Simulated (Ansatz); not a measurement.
Relaxed candidate structures of GaP:

**A**
```xyz
8
Lattice="4.4447 0.0000 0.0000 -2.2224 3.8492 0.0000 0.0000 0.0000 9.7434" Properties=species:S:1:pos:R:3 pbc="T T T"
Ga     0.0000     2.5662     7.3075
Ga     2.2224     1.2831     2.4358
Ga     0.0000     0.0000     2.4358
Ga     0.0000     0.0000     7.3075
P      0.0000     2.5662     1.3195
P      2.2224     1.2831     6.1912
P      2.2224     1.2831     8.4238
P      0.0000     2.5662     3.5521
```

**B**
```cif
data_Ga4P4
_chemical_formula_sum 'Ga4 P4'
_space_group_name_H-M_alt 'P 1'
_space_group_IT_number 1
_cell_length_a 7.39313
_cell_length_b 3.89897
_cell_length_c 6.56766
_cell_angle_alpha 90.000
_cell_angle_beta 90.000
_cell_angle_gamma 90.000
loop_
_space_group_symop_operation_xyz
  'x, y, z'
loop_
_atom_site_label
_atom_site_type_symbol
_atom_site_fract_x
_atom_site_fract_y
_atom_site_fract_z
_atom_site_occupancy
Ga1 Ga 0.65904 0.75000 0.90498 1
Ga2 Ga 0.84096 0.25000 0.40498 1
Ga3 Ga 0.34096 0.25000 0.09502 1
Ga4 Ga 0.15904 0.75000 0.59502 1
P1 P 0.33150 0.75000 0.89063 1
P2 P 0.16850 0.25000 0.39063 1
P3 P 0.66850 0.25000 0.10937 1
P4 P 0.83150 0.75000 0.60937 1
```

**C**
```
GaP
1.0
    3.59297     0.00000     0.00000
    0.00000     3.59297     0.00000
    0.00000     0.00000     6.45104
Ga P
2 2
Direct
  0.00000   0.50000   0.00000
  0.50000   0.00000   0.50000
  0.00000   0.00000   0.25000
  0.00000   0.00000   0.75000
```

**D**
```xyz
2
Lattice="0.0000 2.5597 2.5597 2.5597 0.0000 2.5597 2.5597 2.5597 0.0000" Properties=species:S:1:pos:R:3 pbc="T T T"
Ga     2.5597     2.5597     2.5597
P      0.0000     0.0000     0.0000
```

Task: Rank these by energy per atom (lowest first), as r2SCAN (plane waves to 500 eV, PAW, scalar-relativistic; Ansatz, a first-principles code) gives it.

Result: B (reference), D (+0.30 eV/atom), C (+0.54 eV/atom), A (+0.86 eV/atom)

Task: Which candidates are metallic at this level, and what gaps do the others have?

Result: No gap: A, C, D. B: 1.24 eV (no spin-orbit coupling).

The lowest structure calculated, F-43m, cF8, zinc blende type, is not among these; it lies 0.20 eV/atom below the lowest of them. Probably no minimum, since a slightly shaken restart fell lower: P4₂/mmc, tP4 (by 0.31 eV/atom, to P2).  2 generated cells of layers, chains or molecules, poorly bound without dispersion, are left out. Each run could gain symmetry but not lose that of its start, so entries can be saddle points. All of these are generated cells (placed on structure types, drawn at random, substituted or restacked) that were not matched to a known phase here. Energies are at zero temperature and pressure, without zero-point motion. Each cell has its own k-point mesh; energy differences are given only to the digits this allows. No spin polarisation in the result.
